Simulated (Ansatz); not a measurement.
An Ansatz (a first-principles code) run. Input:

Ansatz 0.2 input:
```yaml
crystal:
  lattice:
    - [6.5217647389, 1.9300618716, 0.0]
    - [-6.5217647389, 1.9300618716, 0.0]
    - [-2.0287673661, 0.0, 6.3780522398]
  atoms:
    - { symbol: Ta, position: [0.6025019471, 0.3974980529, 0.2054149339] }
    - { symbol: Ta, position: [0.3974980529, 0.6025019471, 0.7945850661] }
    - { symbol: Ta, position: [0.3104641954, 0.6895358046, 0.1947526841] }
    - { symbol: Ta, position: [0.6895358046, 0.3104641954, 0.8052473159] }
    - { symbol: N, position: [0.758843122, 0.241156878, 0.1474019782] }
    - { symbol: N, position: [0.241156878, 0.758843122, 0.8525980218] }
    - { symbol: N, position: [0.4457176305, 0.5542823695, 0.1376879488] }
    - { symbol: N, position: [0.5542823695, 0.4457176305, 0.8623120512] }
    - { symbol: O, position: [0.6411181962, 0.3588818038, 0.5059625502] }
    - { symbol: O, position: [0.3588818038, 0.6411181962, 0.4940374498] }
    - { symbol: O, position: [0.8649035276, 0.1350964724, 0.7906254289] }
    - { symbol: O, position: [0.1350964724, 0.8649035276, 0.2093745711] }
kpoints:
  mp_grid: { grid: [5, 5, 3] }
hamiltonian:
  xc: hse06
  pseudopotentials: { kind: paw }
scf:
  n_extra_bands: 12
  occupations: { method: fixed }
output:
  eigenvalues: true
  eigenstates:
    e_range: [-9.0, 11.3]
    kpoints:
      - [0.161458, 0.166667, 0.0]  # VBM
      - [0.125, -0.125, 0.192708]  # CBM
```

Output (shortened):

```
Pseudopotential: Ta, paw, valence charge 13
Pseudopotential: N, paw, valence charge 5
Pseudopotential: O, paw, valence charge 6
Functional definition: HSE06
davidson cushion auto → on  (no smearing: the cushion is to keep the highest requested band from converging to the state above it …
Crystal: 12 atoms, lattice volume = 160.566 Å³
Basis set: ecut = 420 eV, 3137 PW (Γ)
Bands: 60, of which v1, the nominal top of the filled ones, is band 48 counted from 1 (47 counted from 0)
Symmetry: 4 space group operations
Space group: C2/m (ITA 12), of the structure as read, at distance tolerance 5.4e-5 Å
k-points: 24 of 75
SCF iter   1: F=—  HF=-43547.625322 eV  |F-HF|=—  |Δ(HF+E_count)|=         —  Δρ=7.42e-3  dr2=1.02e-1  ethr=1.77e-3  ⟨swp⟩=6.3  Hψ=6398  notcnv=0
preconditioner: auto → none
SCF iter   2: F=—  HF=-43547.626068 eV  |F-HF|=—  |Δ(HF+E_count)|=   7.46e-4  Δρ=7.06e-3  dr2=9.30e-2  ethr=1.06e-4  ⟨swp⟩=4.1  Hψ=4379  notcnv=0  defer=2
iter 3 solved again at ethr=4.10e-6 eV; its pass at ethr=9.69e-5 eV (dr2=3.94e-3 eV) is discarded
SCF iter   3: F=—  HF=-43547.607811 eV  |F-HF|=—  |Δ(HF+E_count)|=   1.83e-2  Δρ=1.80e-3  dr2=4.05e-3  ethr=4.10e-6  ⟨swp⟩=3.0  Hψ=6845  notcnv=0
SCF iter   4: F=—  HF=-43547.608402 eV  |F-HF|=—  |Δ(HF+E_count)|=   5.91e-4  Δρ=1.15e-3  dr2=2.44e-3  ethr=4.10e-6  ⟨swp⟩=3.1  Hψ=3862  notcnv=0
SCF iter   5: F=-43547.608321 eV  HF=-43547.608242 eV  |F-HF|=7.91e-5  |Δ(HF+E_count)|=   1.61e-4  Δρ=3.33e-4  dr2=6.45e-5  ethr=2.54e-6  ⟨swp⟩=3.0  Hψ=3471  notcnv=0
SCF 1 stopped early in 5 iterations: F = -43547.608321 eV  dr2 = 6.45e-5
Crystal: 12 atoms, lattice volume = 160.566 Å³
Exchange kernel: α = 0.2500, screened, ω = 0.2079 Å⁻¹, Wigner–Seitz truncation, v(0) = 1045.6452 eV·Å³, q-mesh 5×5×3, nearest image of the exchange supercell L …
Frozen-core exchange: fock
SCF iter   1: F=—  HF=-43549.105564 eV  |F-HF|=—  |Δ(HF+E_count)|=         —  Δρ=1.24e-2  dr2=3.80e-1  ethr=6.72e-7  ⟨swp⟩=7.8  Hψ=8382  notcnv=0
preconditioner: auto → none
SCF iter   2: F=—  HF=-43549.010040 eV  |F-HF|=—  |Δ(HF+E_count)|=   9.55e-2  Δρ=9.78e-3  dr2=1.36e-1  ethr=6.72e-7  ⟨swp⟩=6.1  Hψ=7069  notcnv=0
SCF iter   3: F=—  HF=-43548.982695 eV  |F-HF|=—  |Δ(HF+E_count)|=   2.73e-2  Δρ=2.71e-3  dr2=1.52e-2  ethr=6.72e-7  ⟨swp⟩=5.0  Hψ=6023  notcnv=0
SCF iter   4: F=—  HF=-43549.028267 eV  |F-HF|=—  |Δ(HF+E_count)|=   4.56e-2  Δρ=2.33e-3  dr2=1.07e-2  ethr=6.72e-7  ⟨swp⟩=4.2  Hψ=5508  notcnv=0
SCF iter   5: F=—  HF=-43549.025241 eV  |F-HF|=—  |Δ(HF+E_count)|=   3.03e-3  Δρ=6.76e-4  dr2=7.71e-4  ethr=6.72e-7  ⟨swp⟩=4.0  Hψ=5119  notcnv=0
SCF iter   6: F=—  HF=-43549.025744 eV  |F-HF|=—  |Δ(HF+E_count)|=   5.03e-4  Δρ=4.28e-4  dr2=2.12e-4  ethr=6.72e-7  ⟨swp⟩=3.9  Hψ=4080  notcnv=0
SCF iter   7: F=-43549.025685 eV  HF=-43549.025698 eV  |F-HF|=1.31e-5  |Δ(HF+E_count)|=   4.57e-5  Δρ=1.50e-4  dr2=3.49e-5  ethr=2.08e-7  ⟨swp⟩=2.1  Hψ=3170  notcnv=0
SCF 2 stopped early in 7 iterations: F = -43549.025685 eV  dr2 = 3.49e-5
hybrid outer 1: dexx = +5.097e-2 eV, tail = 1.21e-4 eV
Crystal: 12 atoms, lattice volume = 160.566 Å³
Exchange kernel: α = 0.2500, screened, ω = 0.2079 Å⁻¹, Wigner–Seitz truncation, v(0) = 1045.6452 eV·Å³, q-mesh 5×5×3, nearest image of the exchange supercell L …
Frozen-core exchange: fock
SCF iter   1: F=—  HF=-43549.024860 eV  |F-HF|=—  |Δ(HF+E_count)|=         —  Δρ=1.33e-4  dr2=3.28e-5  ethr=6.32e-7  ⟨swp⟩=3.6  Hψ=3303  notcnv=0
preconditioner: auto → none
iter 2 solved again at ethr=2.63e-9 eV; its pass at ethr=3.24e-8 eV (dr2=2.53e-6 eV) is discarded
SCF iter   2: F=—  HF=-43549.024854 eV  |F-HF|=—  |Δ(HF+E_count)|=   6.55e-6  Δρ=3.66e-5  dr2=2.79e-6  ethr=2.63e-9  ⟨swp⟩=2.2  Hψ=7153  notcnv=0
SCF iter   3: F=—  HF=-43549.024855 eV  |F-HF|=—  |Δ(HF+E_count)|=   8.79e-7  Δρ=2.16e-5  dr2=4.06e-7  ethr=2.63e-9  ⟨swp⟩=4.8  Hψ=3859  notcnv=0
SCF iter   4: F=-43549.024855 eV  HF=-43549.024855 eV  |F-HF|=1.21e-8  |Δ(HF+E_count)|=   1.07e-7  Δρ=9.90e-6  dr2=5.89e-8  ethr=3.38e-10  ⟨swp⟩=3.0  Hψ=3262  notcnv=0
SCF 3 converged in 4 iterations: F = -43549.024855 eV  dr2 = 5.89e-8
hybrid outer 2: dexx = +1.881e-6 eV, tail = 1.48e-7 eV, Δε = 3.51e-3 eV (about 1.66e-4 eV left of the loop's levels)
NSCF: frozen V_eff on 2 k-points
hybrid SCF converged: 2 outer / 11 inner (+5 warm-up), last move |dexx| = 1.88e-6 eV, tail = 1.48e-7 eV
Stability not checked (fock_operator)
Free energy (F): -43549.024855 eV
Frozen-core exchange: fock
Harris-Foulkes:  -43549.024855 eV  (|F-HF|=1.21e-8)
Internal energy: -43549.024855 eV  (E = F + TS)
E sigma→0 (E₀):  -43549.024855 eV
Fermi energy:    8.463819 eV
--- Per-component energies (eV) ---
  E_band       = -1047.419140
  E_kinetic    = 2677.800712
  E_local      = -6795.016480  (includes V_loc(G=0)·N_el)
  E_nonlocal   = 432.289207
  E_hartree    = 2495.124925
  E_xc         = -1124.540178
  E_vxc        = -1187.611853  (∫ρ·V_xc dr)
  E_exx        = -276.307510  (= α·E_x^exact, valence–valence)
  E_paw        = -34733.686743  (= ΣΔE_a)
  E_vpaw       = -612.522975  (= ΣTr[D̂ρ^β])
  E_aug_tail   = 0.010671  (compensation charges beyond the density's cutoff)
  E_ewald      = -6211.092289
  E_core_change = -13.607169  (= ΣΔE_core)
  E_smearing   =  0.000000  (= −TS)
  E_closure    =  0.000000  (closes the sum)
  Σ components = -43549.024855   (vs F -43549.024855, Δ=0.00e0)
  [band-id]    e_kinetic+e_local+e_nonlocal+2·e_hartree+e_vxc+2·e_exx+e_vpaw+e_augmentation_tail = -1047.415890   (vs E_band -1047.419140, Δ=3.25e-3)
--- Band table (eV; the first three rows and the last of 24) ---
  k-point 0: bands = ["-62.6409", "-62.6329", "-62.2785", "-62.2655", "-27.9642", "-27.8881", "-27.8296", "-27.8232", "-27.8157", "-27.7102", "-27.5757", "-27.4548", "-27.4466", "-27.4052", "-27.4007", "-27.3068", "-11.5934", "-11.4681", "-10.5018", …
  k-point 1: bands = ["-62.6409", "-62.6329", "-62.2785", "-62.2655", "-27.9476", "-27.8743", "-27.8301", "-27.8148", "-27.8010", "-27.7161", "-27.6092", "-27.4683", "-27.4565", "-27.4060", "-27.3949", "-27.3064", "-11.5523", "-11.4830", "-10.4422", …
  k-point 2: bands = ["-62.6405", "-62.6325", "-62.2769", "-62.2664", "-27.9579", "-27.8966", "-27.8860", "-27.8598", "-27.8169", "-27.7063", "-27.5681", "-27.4833", "-27.4571", "-27.4426", "-27.3637", "-27.3309", "-11.2192", "-11.0936", "-10.4602", …
  k-point 23: bands = ["-62.6408", "-62.6330", "-62.2785", "-62.2655", "-27.9367", "-27.8345", "-27.8330", "-27.8135", "-27.8051", "-27.7191", "-27.6186", "-27.4882", "-27.4632", "-27.4072", "-27.4049", "-27.3058", "-11.5331", "-11.4766", "-10.4494", …
```

Cost: about 7 core-minutes (a rough figure) on shared cores.

The points marked VBM and CBM come from a semilocal run.

The workflow started from a Materials Project entry (that database holds measured and hypothetical structures alike); the Crystallography Open Database files this formula in space group No. 12, but the cells were not matched. Whether it is the stable phase at ambient conditions was not checked. The cell was relaxed with PBEsol under the symmetry of its start; whether a distortion lowers the energy is not shown. The run is not spin-polarised. Spin–orbit coupling is left out wherever it is not named.

Potentials: the later of the program's two PAW sets.

Ansatz is a plane-wave DFT program.
